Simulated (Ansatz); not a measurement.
Values for one crystal, relaxed and computed with PBE+D3(BJ) (plane waves, PAW; program Ansatz); other levels are named.

```yaml
volume_per_atom: 52.11 Å³
electronic_character: metallic (no gap)
Elastic constants (relaxed ions, GPa): C11 = 15.7, C12 = 11.1, C44 = 12.5
hill_bulk_and_shear_moduli: 12.7 and 6.5 GPa
Young's modulus: 16.6 GPa
mechanical_stability: stable (all eigenvalues of C positive)
debye_temperature_from_the_elastic_constants: 135 K
```

### Question
Which compound is it?
A. Rb, bcc (W type)
B. Rh, fcc (Cu type)
C. Mg, hcp (Mg type)
D. Sr, fcc (Cu type)

### Answer
D, Sr, fcc (Cu type)

Space group Fm-3m (fcc (Cu type)). The cell was relaxed with PBE+D3(BJ) under the symmetry of its start. The pairwise dispersion correction was not fitted to metals. As this level gives no gap, shear constants depend on the k-mesh and smearing (Fermi–Dirac, 0.1 eV here). Scalar-relativistic: spin–orbit coupling is off unless named, which matters more the heavier the elements.

Potentials: the later of the program's two PAW sets.
